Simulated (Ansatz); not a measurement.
Sn (simple hexagonal, P6/mmm) under volume change, PBEsol (plane waves, PAW; program Ansatz), shape and atoms relaxed at each volume.

```
V (Å³/atom)  E − E(relaxed) (meV/atom)  P (GPa)
-----------  -------------------------  -------
24.458                            43.8     6.49
25.264                            17.9     3.90
26.070                             4.0     1.71
26.877                             0.0    -0.09
27.683                               …        …
28.489                               …        …
29.295                            32.5    -3.92
```

**Question.** Fill in the missing entries.

**Answer.** 
- 27.683, E − E(relaxed) (meV/atom): 4.3
- 27.683, P (GPa): -1.57
- 28.489, E − E(relaxed) (meV/atom): 15.5
- 28.489, P (GPa): -2.84

**Question.** What does a third-order Birch–Murnaghan fit give for V₀, B₀ and B′?

**Answer.** V₀ = 26.84 Å³/atom, B₀ = 55.4 GPa, B′ = 5.0.

The start of the workflow was typed in or built on a structure type; neither database checked (COD, Materials Project) lists it. It is not the phase usual at ambient conditions (space group No. 141). The cell was relaxed with PBEsol under the symmetry of its start; its stability against distortions is not shown here. Scalar-relativistic: spin–orbit coupling is off unless named, which matters more the heavier the elements.

Potentials: the later of the program's two PAW sets.
